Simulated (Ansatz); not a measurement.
A relaxation computed with Ansatz, from input to last step.

```yaml
crystal:
  lattice:
    - [9.323998528, -2.6098066027, 0.0]
    - [9.323998528, 2.6098066027, 0.0]
    - [-3.375576918, 0.0, 7.1810636933]
  atoms:
    - { symbol: Ti, position: [0.8579143, 0.8579143, 0.97072515] }
    - { symbol: Ti, position: [0.1420857, 0.1420857, 0.02927485] }
    - { symbol: Ti, position: [0.64156911, 0.64156911, 0.25379091] }
    - { symbol: Ti, position: [0.35843089, 0.35843089, 0.74620909] }
    - { symbol: Ti, position: [0.56277063, 0.56277063, 0.80470029] }
    - { symbol: Ti, position: [0.43722937, 0.43722937, 0.19529971] }
    - { symbol: Ti, position: [0.93719284, 0.93719284, 0.67905488] }
    - { symbol: Ti, position: [0.06280716, 0.06280716, 0.32094512] }
    - { symbol: Ti, position: [0.44160823, 0.94141584, 0.69162041] }
    - { symbol: Ti, position: [0.05858416, 0.55839177, 0.30837959] }
    - { symbol: Ti, position: [0.55839177, 0.05858416, 0.30837959] }
    - { symbol: Ti, position: [0.94141584, 0.44160823, 0.69162041] }
    - { symbol: Ge, position: [0.71089613, 0.71089613, 0.01003402] }
    - { symbol: Ge, position: [0.28910387, 0.28910387, 0.98996598] }
    - { symbol: Ge, position: [0.78904546, 0.78904546, 0.58799862] }
    - { symbol: Ge, position: [0.21095454, 0.21095454, 0.41200138] }
    - { symbol: Ge, position: [0.93211407, 0.93211407, 0.33447285] }
    - { symbol: Ge, position: [0.06788593, 0.06788593, 0.66552715] }
    - { symbol: Ge, position: [0.56806818, 0.56806818, 0.47050895] }
    - { symbol: Ge, position: [0.43193182, 0.43193182, 0.52949105] }
    - { symbol: Ge, position: [0.75030962, 0.24969038, 0.0] }
    - { symbol: Ge, position: [0.24969038, 0.75030962, 0.0] }
basis:
  ecutwfc: 500
kpoints:
  mp_grid: { grid: [8, 8, 6] }
hamiltonian:
  xc: r2scan
scf:
  occupations: { method: gaussian, width: 0.1 }
output:
  forces: true
  stress: true
  eigenvalues: true
  write_density: true
  write_potential: true
  elf: true
  volumetric_format: npy
relax:
  adjacent_minimum: "off"
  f_tol: 0.005
  max_steps: 80
  cell: { stress_tol: 0.05 }
```

```bash
ansatz run input.yaml --threads 4 --pin off --max-ram 10240MiB --backend cpu --events-out ev --progress --plain --runs-dir out
```

Level of theory: DFT r2SCAN, scalar-relativistic, plane waves, PAW (Ansatz 0.2.0).

Of 5 frames 4 are shown, positions in Å and forces in eV/Å; the SCF threshold varies from step to step. Steps run on the plane waves of an earlier cell, with a Pulay correction in the pressure. The basis is chosen afresh for the last frame, the zero of the energies, and at times for earlier ones too; energy and pressure can step there, also at an unchanged geometry. Where two frames share a geometry here, they differ by under 2 meV/atom and 0.3 GPa.

```xyz
22
Lattice="9.3240 -2.6098 0.0000 9.3240 2.6098 0.0000 -3.3756 0.0000 7.1811" Properties=species:S:1:pos:R:3:forces:R:3 pbc="T T T" step=1 free_energy_over_end_meV_per_atom=0.05 pressure_GPa=-0.23
Ti   12.7216    0.0000    6.9708    0.0073    0.0000    0.0175
Ti    2.5508    0.0000    0.2102   -0.0073    0.0000   -0.0175
Ti   11.1073    0.0000    1.8225   -0.0078    0.0000    0.0327
Ti    4.1651    0.0000    5.3586    0.0078    0.0000   -0.0327
Ti    7.7782    0.0000    5.7786   -0.0102    0.0000   -0.0031
Ti    7.4942    0.0000    1.4025    0.0102    0.0000    0.0031
Ti   15.1846    0.0000    4.8763   -0.0159    0.0000    0.0015
Ti    0.0879    0.0000    2.3047    0.0159    0.0000   -0.0015
Ti   10.5607    1.3044    4.9666   -0.0194    0.0095   -0.0096
Ti    4.7117    1.3044    2.2145    0.0194    0.0095    0.0096
Ti    4.7117   -1.3044    2.2145    0.0194   -0.0095    0.0096
Ti   10.5607   -1.3044    4.9666   -0.0194   -0.0095   -0.0096
Ge   13.2229    0.0000    0.0721   -0.0121    0.0000    0.0097
Ge    2.0495    0.0000    7.1090    0.0121    0.0000   -0.0097
Ge   12.7293    0.0000    4.2225   -0.0055    0.0000    0.0192
Ge    2.5431    0.0000    2.9586    0.0055    0.0000   -0.0192
Ge   16.2530    0.0000    2.4019   -0.0306    0.0000    0.0020
Ge   -0.9806    0.0000    4.7792    0.0306    0.0000   -0.0020
Ge    9.0051    0.0000    3.3788   -0.0162    0.0000   -0.0055
Ge    6.2673    0.0000    3.8023    0.0162    0.0000    0.0055
Ge    9.3240   -1.3065    0.0000    0.0000    0.0129    0.0000
Ge    9.3240    1.3065    0.0000    0.0000   -0.0129    0.0000
22
Lattice="9.3224 -2.6057 0.0028 9.3224 2.6057 0.0028 -3.3728 0.0000 7.1739" Properties=species:S:1:pos:R:3:forces:R:3 pbc="T T T" step=2 free_energy_over_end_meV_per_atom=-0.01 pressure_GPa=0.13
Ti   12.7233    0.0000    6.9737    0.0014    0.0000   -0.0150
Ti    2.5486    0.0000    0.2058   -0.0014    0.0000    0.0150
Ti   11.1043    0.0000    1.8345    0.0200    0.0000   -0.0184
Ti    4.1676    0.0000    5.3450   -0.0200    0.0000    0.0184
Ti    7.7791    0.0000    5.7778    0.0061    0.0000    0.0023
Ti    7.4928    0.0000    1.4017   -0.0061    0.0000   -0.0023
Ti   15.1808    0.0000    4.8773    0.0041    0.0000    0.0006
Ti    0.0911    0.0000    2.3023   -0.0041    0.0000   -0.0006
Ti   10.5560    1.3027    4.9630    0.0130    0.0023    0.0064
Ti    4.7159    1.3027    2.2166   -0.0130    0.0023   -0.0064
Ti    4.7159   -1.3027    2.2166   -0.0130   -0.0023   -0.0064
Ti   10.5560   -1.3027    4.9630    0.0130   -0.0023    0.0064
Ge   13.2184    0.0000    0.0796   -0.0019    0.0000   -0.0057
Ge    2.0535    0.0000    7.0999    0.0019    0.0000    0.0057
Ge   12.7263    0.0000    4.2271    0.0092    0.0000   -0.0043
Ge    2.5456    0.0000    2.9524   -0.0092    0.0000    0.0043
Ge   16.2522    0.0000    2.4074    0.0001    0.0000    0.0054
Ge   -0.9803    0.0000    4.7721   -0.0001    0.0000   -0.0054
Ge    8.9991    0.0000    3.3782   -0.0084    0.0000    0.0067
Ge    6.2728    0.0000    3.8013    0.0084    0.0000   -0.0067
Ge    9.3224   -1.3035    0.0028    0.0000    0.0064    0.0000
Ge    9.3224    1.3035    0.0028    0.0000   -0.0064    0.0000
22
Lattice="9.3220 -2.6073 0.0011 9.3220 2.6073 0.0011 -3.3740 0.0000 7.1769" Properties=species:S:1:pos:R:3:forces:R:3 pbc="T T T" step=3 free_energy_over_end_meV_per_atom=-0.01 pressure_GPa=0.01
Ti   12.7215    0.0000    6.9721    0.0016    0.0000    0.0001
Ti    2.5484    0.0000    0.2071   -0.0016    0.0000   -0.0001
Ti   11.1053    0.0000    1.8305    0.0037    0.0000    0.0002
Ti    4.1647    0.0000    5.3486   -0.0037    0.0000   -0.0002
Ti    7.7774    0.0000    5.7776    0.0002    0.0000    0.0006
Ti    7.4925    0.0000    1.4016   -0.0002    0.0000   -0.0006
Ti   15.1807    0.0000    4.8764   -0.0003    0.0000    0.0005
Ti    0.0892    0.0000    2.3027    0.0003    0.0000   -0.0005
Ti   10.5568    1.3035    4.9636    0.0006    0.0026   -0.0001
Ti    4.7131    1.3035    2.2155   -0.0006    0.0026    0.0001
Ti    4.7131   -1.3035    2.2155   -0.0006   -0.0026    0.0001
Ti   10.5568   -1.3035    4.9636    0.0006   -0.0026   -0.0001
Ge   13.2182    0.0000    0.0758   -0.0011    0.0000   -0.0011
Ge    2.0517    0.0000    7.1033    0.0011    0.0000    0.0011
Ge   12.7264    0.0000    4.2253    0.0015    0.0000    0.0010
Ge    2.5436    0.0000    2.9538   -0.0015    0.0000   -0.0010
Ge   16.2496    0.0000    2.4047   -0.0018    0.0000    0.0011
Ge   -0.9796    0.0000    4.7744    0.0018    0.0000   -0.0011
Ge    8.9998    0.0000    3.3782   -0.0052    0.0000    0.0000
Ge    6.2702    0.0000    3.8009    0.0052    0.0000    0.0000
Ge    9.3220   -1.3041    0.0011    0.0000    0.0046    0.0000
Ge    9.3220    1.3041    0.0011    0.0000   -0.0046    0.0000
22
Lattice="9.3220 -2.6074 0.0010 9.3220 2.6074 0.0010 -3.3741 0.0000 7.1770" Properties=species:S:1:pos:R:3:forces:R:3 pbc="T T T" step=5 free_energy_over_end_meV_per_atom=0.00 pressure_GPa=0.00
Ti   12.7222    0.0000    6.9723    0.0001    0.0000    0.0000
Ti    2.5476    0.0000    0.2066   -0.0001    0.0000    0.0000
Ti   11.1062    0.0000    1.8310    0.0003    0.0000    0.0001
Ti    4.1636    0.0000    5.3480   -0.0003    0.0000   -0.0001
Ti    7.7776    0.0000    5.7777    0.0003    0.0000   -0.0006
Ti    7.4923    0.0000    1.4013   -0.0003    0.0000    0.0006
Ti   15.1809    0.0000    4.8766   -0.0002    0.0000   -0.0008
Ti    0.0889    0.0000    2.3023    0.0002    0.0000    0.0008
Ti   10.5569    1.3037    4.9632    0.0000    0.0001   -0.0001
Ti    4.7129    1.3037    2.2157    0.0000    0.0001    0.0001
Ti    4.7129   -1.3037    2.2157    0.0000   -0.0001    0.0001
Ti   10.5569   -1.3037    4.9632    0.0000   -0.0001   -0.0001
Ge   13.2186    0.0000    0.0754   -0.0002    0.0000   -0.0003
Ge    2.0513    0.0000    7.1035    0.0002    0.0000    0.0003
Ge   12.7266    0.0000    4.2257    0.0001    0.0000    0.0002
Ge    2.5432    0.0000    2.9532   -0.0001    0.0000   -0.0002
Ge   16.2493    0.0000    2.4048   -0.0003    0.0000    0.0000
Ge   -0.9795    0.0000    4.7741    0.0003    0.0000    0.0000
Ge    8.9993    0.0000    3.3780    0.0003    0.0000    0.0002
Ge    6.2706    0.0000    3.8009   -0.0003    0.0000   -0.0002
Ge    9.3220   -1.3037    0.0010    0.0000    0.0001    0.0000
Ge    9.3220    1.3037    0.0010    0.0000   -0.0001    0.0000
```

Time: 21 min on 4 threads of Oxide Virtual Turin-like Processor (Zen 5), on a shared host, peak memory 7 GiB.